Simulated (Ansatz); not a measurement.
GaSb:
```yaml
crystal:
  lattice:
    - [0.00000, 2.89887, 2.89887]
    - [2.89887, 0.00000, 2.89887]
    - [2.89887, 2.89887, 0.00000]
  atoms:
    - { symbol: Sb, position: [0.00000, 0.00000, 0.00000] }
    - { symbol: Ga, position: [0.50000, 0.50000, 0.50000] }
```

Relaxed with PBE. Special points in fractions of this cell's reciprocal vectors: Γ (0.000, 0.000, 0.000); X (0.500, 0.000, 0.500); U (0.625, 0.250, 0.625); K (0.375, 0.375, 0.750); L (0.500, 0.500, 0.500); W (0.500, 0.250, 0.750).

**Question.** List the band energies nearest the Fermi level at these points for plane-wave PAW PBE (Ansatz code).

**Answer.** In eV from the Fermi level; about four levels below and three above (degenerate sets whole), none deeper than 8.9 eV; points with the same levels are listed once.

```csv
k,below,above
Γ,-0.29,0.14 0.14 0.14
X,-5.00 -3.97 -2.34 -2.34,3.06 8.77 8.77
U,-5.94 -4.47 -1.71 -0.72,5.35 6.09 7.06
L,-7.31,0.45 0.45 2.18 2.18
W,-8.53 -5.78 -3.98 -3.98,2.07 3.26 6.75 6.75
```

Space group Fm-3m (rock salt). The start of the workflow was typed in or built on a structure type; neither database checked (COD, Materials Project) lists it. It is not the phase usual at ambient conditions (space group No. 216). Symmetry was held in the PBE relaxation; its stability against distortions is not shown here. The volume moved by 17 % from the start of the relaxation. Spin–orbit coupling is left out wherever it is not named.

Potentials: the later of the program's two PAW sets.
